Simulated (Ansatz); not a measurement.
**Structure relaxation, Ti**

The start is a generated cell, Ti built in the AFLOW prototype A_tP4_129_ac (A_d). Cell shape, volume and atoms are optimised at zero target pressure with r2SCAN (plane waves to 500 eV, PAW, scalar-relativistic; Ansatz, a first-principles code). The first steps use a coarse 7×7×10 k-mesh.

The start:
```
Ti
1.0
    4.67327     0.00000     0.00000
    0.00000     4.67327     0.00000
    0.00000     0.00000     3.23322
Ti
4
Cartesian
  0.00000   0.00000   0.00000
  2.33664   2.33664   0.00000
  2.33664   0.00000   1.21246
  0.00000   2.33664   2.02076
```

Q: What is the largest force in the starting geometry, and on which atom (counted from 1)?

A: 1.44 eV/Å, on Ti3, Ti4 (atoms numbered as listed).

Q: How does the volume change?

A: -2.5 %, from 17.65 to 17.21 Å³/atom.

Q: Give the final cell and atomic positions.

A: 
```cif
data_Ti2
_chemical_formula_sum 'Ti2'
_space_group_name_H-M_alt 'I4/mmm'
_space_group_IT_number 139
_space_group_name_Hall '-I 4 2'
_cell_length_a 3.39128
_cell_length_b 3.39128
_cell_length_c 2.99304
_cell_angle_alpha 90.000
_cell_angle_beta 90.000
_cell_angle_gamma 90.000
loop_
_atom_site_label
_atom_site_type_symbol
_atom_site_symmetry_multiplicity
_atom_site_Wyckoff_symbol
_atom_site_fract_x
_atom_site_fract_y
_atom_site_fract_z
_atom_site_occupancy
Ti1 Ti 2 a 0.00000 0.00000 0.00000 1
```
(The calculation used a cell of 1 atom; values per cell refer to that cell.)

Final values are on a 20×20×20 k-mesh of the relaxed cell. No spin polarisation in the result.

The run could not lower the symmetry of its start; a shaken copy of this end point relaxes with r2SCAN to P6₃/mmc (No. 194), 0.12 eV/atom lower.

The relaxed structure here is a generated cell of Ti: the first start was made by placing the elements on the sites of a structure type, and the end was not matched to a known phase here, so it may be hypothetical. Known forms of Ti include space group No. 194.
